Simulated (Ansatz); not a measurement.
WOTe (Janus 2H monolayer), relaxed with r2SCAN in Ansatz 0.2.0. The sheet's in-plane cell has a = 3.173 Å, b = 3.173 Å (γ = 120.0°), and its outermost atoms lie 3.02 Å apart along the normal. W is surrounded by 3 O at 2.12 Å and 3 Te at 2.68 Å; O is surrounded by 3 W at 2.12 Å; Te is surrounded by 3 W at 2.68 Å and 6 Te at 3.17 Å.

The axes x, y and z are those of this cell:
```
CELL_PARAMETERS angstrom
3.17296 0.00000 0.00000
-1.58648 2.74786 0.00000
0.00000 0.00000 30.64549
ATOMIC_POSITIONS crystal
W 0.33333 0.66667 0.30339
O 0.66667 0.33333 0.33811
Te 0.66667 0.33333 0.23954
```
Two periodic directions, a and b.

Unstrained: PBE gives an indirect gap of 0.733 eV, from Γ to Γ–M (0.83 of the way from Γ); the least direct gap is 1.647 eV at k = (0.450, 0.100, 0). r2SCAN gives an indirect gap of 0.859 eV, from Γ to Γ–M (0.83 of the way from Γ); the least direct gap is 1.809 eV at k = (0.450, 0.100, 0). The lowest empty level at K lies only 19 meV higher, so the place of the conduction bottom isn't settled. With HSE06 the valence top lies at Γ and the conduction bottom at Γ–M (0.83 of the way from Γ), 1.278 eV higher; the smallest vertical gap, at k = (0.450, 0.100, 0), is 2.324 eV. Meshes: PBE 12×12×1, r2SCAN 12×12×1, HSE06 6×6×1. Strains are changes of length per length. After each strain the atoms were relaxed again with r2SCAN in this cell and within any symmetry left, so distortions that break it or need a larger cell weren't tested; points keep the names that they have in the unstrained zone. Simulation only: spin-unpolarised, and no claim that this is the phase found in nature.

Problem. Apply uniaxial -0.5 % along x, other directions held. How far does the gap move, against the unstrained cell?

Solution. PBE: the gap goes from 0.733 to 0.738 eV (+0.005 eV); with r2SCAN the top three valence levels at Γ, grouped 1+2 from the top over 1234 meV, become 1+1+1 over 1223 meV. r2SCAN: the gap goes from 0.859 to 0.864 eV (+0.005 eV). HSE06: the gap goes from 1.278 to 1.285 eV (+0.007 eV). The r2SCAN energy rises by 0.4 meV an atom.

Problem. Estimate what uniaxial -0.5 % along y, other directions held does to the gap.

Solution. PBE: the gap goes from 0.733 to 0.739 eV (+0.006 eV); with r2SCAN the top three valence levels at Γ, grouped 1+2 from the top over 1234 meV, become 1+1+1 over 1223 meV. r2SCAN: the gap goes from 0.859 to 0.865 eV (+0.006 eV). HSE06: the gap goes from 1.278 to 1.285 eV (+0.007 eV). The r2SCAN energy rises by 0.4 meV an atom.

Problem. Estimate what in-plane biaxial +2.0 % does to the gap.

Solution. PBE: the gap goes from 0.733 to 0.552 eV (-0.181 eV); the edges go from Γ → Γ–M (0.83) to Γ → K. r2SCAN: the gap goes from 0.859 to 0.646 eV (-0.213 eV); the edges go from Γ → Γ–M (0.83) to Γ → K. HSE06: the gap goes from 1.278 to 1.062 eV (-0.216 eV); the edges go from Γ → Γ–M (0.83) to Γ → K. The r2SCAN energy rises by 14.0 meV an atom.

No spin-orbit coupling is included; it can move band edges with weight on the heavy atoms by tenths of an eV.

Where an edge lies off the special points, it is a point of the mesh or the k point where a search put PBE's edge or least direct gap, reused for the other functionals, whose own edges may lie a little apart.

Coordinates of k points refer to the reciprocal vectors of the primitive cell of the runs.

The meshes of the hybrids are coarse, so their gaps aren't converged to the digits shown.

For some runs the program warns that the potential is rough where the density is thin, which bears on empty states near the vacuum.

The splittings at Γ are without spin-orbit coupling, which is tenths of an eV in such compounds, regroups them and changes the shifts of the gap.
